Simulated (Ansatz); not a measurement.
Relaxation of a generated cell, Ru placed in the beta-Sn structure type; 2 atoms in the cell, which starts as I4₁/amd, origin choice 1 (No. 141), tI4; a = 4.7015 Å, b = 4.7015 Å, c = 2.5652 Å, α = 90.00°, β = 90.00°, γ = 90.00°. Level of theory: PBE (plane waves to 420 eV, PAW, scalar-relativistic; Ansatz, a program for electronic structure). Γ-centred k-mesh 14×14×14 on the run's cell (coarser than for final values), Fermi–Dirac smearing 0.05 eV. This is the first round of the run. 

The optimiser's lines from the output (shortened; P is positive under compression):

```
relax step   1: F+E_penalty+E_count = -11755.44465328 eV  Δ(F+E_penalty+E_count) = +0.000e0 eV  max|allowed force component| = 2.776e-17 eV/Å  Δτ_max = 0.0000 Å  P = +23.469 GPa  Ω = 28.351 Å³  (7 SCF iters, dr2 threshold 1.00e-7 eV, accepted)
relax step   2: F+E_penalty+E_count = -11755.60507588 eV  Δ(F+E_penalty+E_count) = -1.604e-1 eV  max|allowed force component| = 1.735e-17 eV/Å  Δτ_max = 0.0000 Å  P = -5.578 GPa  Ω = 31.528 Å³  (6 SCF iters, dr2 threshold 2.00e-7 eV, accepted)
relax step   3: F+E_penalty+E_count = -11755.62746938 eV  Δ(F+E_penalty+E_count) = -2.239e-2 eV  max|allowed force component| = 2.776e-17 eV/Å  Δτ_max = 0.0000 Å  P = -1.327 GPa  Ω = 30.965 Å³  (6 SCF iters, dr2 threshold 2.00e-7 eV, accepted)
relax step   4: F+E_penalty+E_count = -11755.64220689 eV  Δ(F+E_penalty+E_count) = -1.474e-2 eV  max|allowed force component| = 1.041e-17 eV/Å  Δτ_max = 0.0000 Å  P = +2.073 GPa  Ω = 30.618 Å³  (6 SCF iters, dr2 threshold 2.00e-7 eV, accepted)
relax step   5: F+E_penalty+E_count = -11755.64716972 eV  Δ(F+E_penalty+E_count) = -4.963e-3 eV  max|allowed force component| = 2.429e-17 eV/Å  Δτ_max = 0.0000 Å  P = +0.429 GPa  Ω = 30.909 Å³  (6 SCF iters, dr2 threshold 2.00e-7 eV, accepted)
relax step   6: F+E_penalty+E_count = -11755.64720910 eV  Δ(F+E_penalty+E_count) = -3.937e-5 eV  max|allowed force component| = 3.469e-18 eV/Å  Δτ_max = 0.0000 Å  P = -0.002 GPa  Ω = 30.955 Å³  (6 SCF iters, dr2 threshold 2.00e-7 eV, accepted)
relax step   7: F+E_penalty+E_count = -11755.65319075 eV  Δ(F+E_penalty+E_count) = -5.982e-3 eV  max|allowed force component| = 3.469e-18 eV/Å  Δτ_max = 0.0000 Å  P = +0.161 GPa  Ω = 30.955 Å³  stress off target by 4.69e-1 GPa  SCF on the basis re-selected at this cell (its energy is not comparable with the rows above)  (7 SCF iters)
relax step   8: F+E_penalty+E_count = -11755.65325935 eV  Δ(F+E_penalty+E_count) = -6.859e-5 eV  max|allowed force component| = 0.000e0 eV/Å  Δτ_max = 0.0000 Å  P = +0.014 GPa  Ω = 30.988 Å³  (6 SCF iters, dr2 threshold 2.00e-7 eV, accepted)
relax step   9: F+E_penalty+E_count = -11755.65325697 eV  Δ(F+E_penalty+E_count) = +2.379e-6 eV  max|allowed force component| = 0.000e0 eV/Å  Δτ_max = 0.0000 Å  P = +0.000 GPa  Ω = 30.991 Å³  (7 SCF iters, dr2 threshold 3.90e-9 eV, accepted)
relax step  10: F+E_penalty+E_count = -11755.65329420 eV  Δ(F+E_penalty+E_count) = -3.723e-5 eV  max|allowed force component| = 6.939e-18 eV/Å  Δτ_max = 0.0000 Å  P = +0.001 GPa  Ω = 30.991 Å³  stress off target by 3.83e-3 GPa  SCF on the basis re-selected at this cell (its energy is not comparable with the rows above)  (8 SCF iters)
```

From the first to the last row the energy changes by -0.10 eV/atom and the volume by +9.3 %. The last row is marked as not comparable with the walk above it, whose basis was carried along; it does compare with step 1, since both stand on a basis selected at the nominal cutoff for their own cell.

Later rounds, restarted from the end of this one on a renewed k-mesh, logged 7 more steps and released under 0.01 eV/atom more. The final structure after all rounds: I4₁/amd, origin choice 1 (No. 141), tI4, AFLOW prototype A_tI4_141_a (A5, as in Sn); a = b = 4.7210 Å, c = 2.7824 Å, α = β = γ = 90.00°. Between re-selections the logged energies stand on a plane-wave basis carried along with the cell. No spin polarisation in the result.

The run could not lower the symmetry of its start; a shaken copy of this end point relaxes with PBE to P6₃/mmc (No. 194), 0.91 eV/atom lower.

The relaxed structure here is a generated cell of Ru: the first start was made by placing the elements on the sites of a structure type, and the end was not matched to a known phase here, so it may be hypothetical. Known forms of Ru include space group No. 194.
